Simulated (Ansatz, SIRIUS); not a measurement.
**GaF: 5 runs at one level of theory**

```
CELL_PARAMETERS angstrom
0.00000 2.84624 2.84624
2.84624 0.00000 2.84624
2.84624 2.84624 0.00000
ATOMIC_POSITIONS crystal
Ga 0.25000 0.25000 0.25000
F 0.00000 0.00000 0.00000
```

The cell comes from a database or a generator and needn't be the stable form of this composition.

Alike in all runs: task equation of state; functional PBE; k mesh 8 × 8 × 8; occupations fermi-dirac, width 0.05 eV; no spin polarisation; no spin-orbit coupling.

```tsv
program and potentials	plane-wave cutoff (eV)	notes	equilibrium volume (Å³/atom)	bulk modulus (GPa)
Ansatz, Ansatz PAW	420	-	23.06	26.0
SIRIUS, PseudoDojo 0.4.1 PBE standard (scalar relativistic)	1152	-	23.03	26.2
Ansatz, all-electron LAPW, scalar-relativistic	-	-	?	?
Ansatz, Ansatz PAW (earlier soft set)	420	-	23.08	26.0
SIRIUS, all-electron FP-LAPW, apw+lo standard	-	-	23.04	25.9
```

Question: Estimate from the other rows what the run with Ansatz, all-electron LAPW, scalar-relativistic gave.

Answer: Equilibrium volume 23.06 Å³/atom; bulk modulus 26.1 GPa. The other rows, which needn't bracket it: equilibrium volume 23.03 to 23.08; bulk modulus 25.9 to 26.2.
